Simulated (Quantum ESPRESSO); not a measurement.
Simulation results for Si₇C (made-up cell)

All values are calculated (Quantum ESPRESSO 7.5). Calculation on a made-up crystal cell, not a measurement: periodic Kohn-Sham density functional theory in plane waves with PseudoDojo standard norm-conserving scalar-relativistic pseudopotentials, each functional with its own files (v0.5 for PBE, v0.4.1 for LDA and PBEsol), no spin polarisation, no spin-orbit coupling, atoms not relaxed, stress positive in tension, energies less a fixed whole-eV offset for each atom's element; levels are Kohn-Sham levels at fractions of this cell's reciprocal vectors, counted from the reference band (half the neutral cell's valence electrons, rounded up) at Gamma; error bars cover cutoff and k-mesh only, not smearing or the files; added strain carries the atoms with the cell, and shear is the tensor component; each bar is the largest change over components, and at least 0.002 eV, 0.002 eV per angstrom or 0.02 GPa; energies are for the whole cell, and the offsets were chosen from early runs and are not element reference energies.

Common to all runs: lattice type zincblende/diamond; functional pbe; cutoff 1116 eV; fermi dirac smearing 0.1 eV; scf tolerance 1e-07 eV; electrons removed 0; added strain kind shear xy; k mesh 6 x 6 x 6, shifted by half a step.

```yaml
- entry: 1
  formula: Si7C
  kind: "made-up cell"
  unstrained_structure:
    cell_angstrom:
      - [5.4376, 0.0392, 0.087]
      - [0.0392, 5.59, 0.003]
      - [0.087, 0.003, 5.5148]
    atoms_fractional:
      - [Si, 0.01742, 0.00112, -0.01658]
      - [Si, -0.00236, 0.49009, 0.50249]
      - [Si, 0.4925, -0.00074, 0.47736]
      - [Si, 0.51977, 0.49228, -0.00136]
      - [Si, 0.24769, 0.23574, 0.22997]
      - [C, 0.25935, 0.76958, 0.75826]
      - [Si, 0.77056, 0.25487, 0.79533]
      - [Si, 0.75608, 0.74305, 0.24512]
  given:
    added_strain: -0.0222
    structure_shown: "before the added strain of -0.0222"
    atom_site: [1, 2, 3, 4, 5, 6, 7, 8]
    "atom_energy_offset [eV]": [-115, -115, -115, -115, -115, -163, -115, -115]
  results:
    "free_energy_less_offsets [eV]": 2.778
    "smearing_term_minus_ts [eV]": -0.02515
    scf_iterations: 11
    "pressure [GPa]": -7.737
    "stress_xx [GPa]": 5.993
    "stress_yy [GPa]": 8.637
    "stress_zz [GPa]": 8.581
    "stress_yz [GPa]": -0.6247
    "stress_xz [GPa]": 0.1883
    "stress_xy [GPa]": -0.2698
    force_site: [1, 2, 3, 4, 5, 6, 7, 8]
    "force_x [eV/angstrom]": [1.132, 1.118, -0.1575, -2.191, 0.3386, -0.1083, -0.4517, 0.3199]
    "force_y [eV/angstrom]": [-2.901, 1.1, -0.8817, 1.97, 1.123, 0.01947, -0.7001, 0.27]
    "force_z [eV/angstrom]": [-0.6219, 0.6412, 2.524, 0.006637, 1.153, -0.9422, -3.153, 0.392]
    "fermi_level [eV]": 0.001527
    reference_band: 16
    level_k_point: [Gamma, "(1/2,1/2,1/2)", "(0.15,0,0)", "(0,0.15,0)", "(0,0,0.15)"]
    "next_band_up [eV]": [0.2163, -0.3184, 0.07652, 0.04175, -0.007283]
    "error_bar_energy [eV]": 0.002153
    "error_bar_stress [GPa]": 0.02
    "error_bar_force [eV/angstrom]": 0.005691
    "error_bar_next_band_up [eV]": 0.002
    "error_bar_fermi_level [eV]": 0.004159
    error_bars_from: "tighter rerun of a related cell"
- entry: 2
  formula: Si7C
  kind: "made-up cell"
  unstrained_structure:
    cell_angstrom:
      - [5.4376, 0.0392, 0.087]
      - [0.0392, 5.59, 0.003]
      - [0.087, 0.003, 5.5148]
    atoms_fractional:
      - [Si, 0.01742, 0.00112, -0.01658]
      - [Si, -0.00236, 0.49009, 0.50249]
      - [Si, 0.4925, -0.00074, 0.47736]
      - [Si, 0.51977, 0.49228, -0.00136]
      - [Si, 0.24769, 0.23574, 0.22997]
      - [C, 0.25935, 0.76958, 0.75826]
      - [Si, 0.77056, 0.25487, 0.79533]
      - [Si, 0.75608, 0.74305, 0.24512]
  given:
    added_strain: -0.0193
    structure_shown: "before the added strain of -0.0193"
    atom_site: [1, 2, 3, 4, 5, 6, 7, 8]
    "atom_energy_offset [eV]": [-115, -115, -115, -115, -115, -163, -115, -115]
  results:
    "free_energy_less_offsets [eV]": 2.778
    "smearing_term_minus_ts [eV]": -0.02479
    scf_iterations: 11
    "pressure [GPa]": -7.708
    "stress_xx [GPa]": 5.963
    "stress_yy [GPa]": 8.612
    "stress_zz [GPa]": 8.55
    "stress_yz [GPa]": -0.6441
    "stress_xz [GPa]": 0.1907
    "stress_xy [GPa]": 0.1713
    force_site: [1, 2, 3, 4, 5, 6, 7, 8]
    "force_x [eV/angstrom]": [1.175, 1.103, -0.1565, -2.24, 0.3287, -0.09556, -0.4372, 0.3221]
    "force_y [eV/angstrom]": [-2.927, 1.081, -0.8794, 2.017, 1.125, 0.0146, -0.6912, 0.2592]
    "force_z [eV/angstrom]": [-0.5716, 0.6587, 2.539, 0.05304, 1.1, -0.9106, -3.221, 0.352]
    "fermi_level [eV]": -0.001392
    reference_band: 16
    level_k_point: [Gamma, "(1/2,1/2,1/2)", "(0.15,0,0)", "(0,0.15,0)", "(0,0,0.15)"]
    "next_band_up [eV]": [0.2084, -0.3291, 0.0739, 0.04172, -0.01265]
    "error_bar_energy [eV]": 0.002153
    "error_bar_stress [GPa]": 0.02
    "error_bar_force [eV/angstrom]": 0.005691
    "error_bar_next_band_up [eV]": 0.002
    "error_bar_fermi_level [eV]": 0.004159
    error_bars_from: "tighter rerun of a related cell"
- entry: 3
  formula: Si7C
  kind: "made-up cell"
  unstrained_structure:
    cell_angstrom:
      - [5.4376, 0.0392, 0.087]
      - [0.0392, 5.59, 0.003]
      - [0.087, 0.003, 5.5148]
    atoms_fractional:
      - [Si, 0.01742, 0.00112, -0.01658]
      - [Si, -0.00236, 0.49009, 0.50249]
      - [Si, 0.4925, -0.00074, 0.47736]
      - [Si, 0.51977, 0.49228, -0.00136]
      - [Si, 0.24769, 0.23574, 0.22997]
      - [C, 0.25935, 0.76958, 0.75826]
      - [Si, 0.77056, 0.25487, 0.79533]
      - [Si, 0.75608, 0.74305, 0.24512]
  given:
    added_strain: -0.0034
    structure_shown: "before the added strain of -0.0034"
    atom_site: [1, 2, 3, 4, 5, 6, 7, 8]
    "atom_energy_offset [eV]": [-115, -115, -115, -115, -115, -163, -115, -115]
  results:
    "free_energy_less_offsets [eV]": 2.828
    "smearing_term_minus_ts [eV]": -0.02339
    scf_iterations: 11
    "pressure [GPa]": -7.437
    "stress_xx [GPa]": 5.676
    "stress_yy [GPa]": 8.338
    "stress_zz [GPa]": 8.297
    "stress_yz [GPa]": -0.7516
    "stress_xz [GPa]": 0.2107
    "stress_xy [GPa]": 2.607
    force_site: [1, 2, 3, 4, 5, 6, 7, 8]
    "force_x [eV/angstrom]": [1.419, 1.024, -0.1527, -2.517, 0.2694, -0.02466, -0.351, 0.3328]
    "force_y [eV/angstrom]": [-3.068, 0.9777, -0.8662, 2.288, 1.128, -0.01353, -0.6475, 0.2007]
    "force_z [eV/angstrom]": [-0.2996, 0.7594, 2.626, 0.3061, 0.8129, -0.7331, -3.607, 0.1359]
    "fermi_level [eV]": -0.01266
    reference_band: 16
    level_k_point: [Gamma, "(1/2,1/2,1/2)", "(0.15,0,0)", "(0,0.15,0)", "(0,0,0.15)"]
    "next_band_up [eV]": [0.1718, -0.3732, 0.06562, 0.04544, 0.001576]
    "error_bar_energy [eV]": 0.002153
    "error_bar_stress [GPa]": 0.02
    "error_bar_force [eV/angstrom]": 0.005691
    "error_bar_next_band_up [eV]": 0.002
    "error_bar_fermi_level [eV]": 0.004159
    error_bars_from: "tighter rerun of a related cell"
```
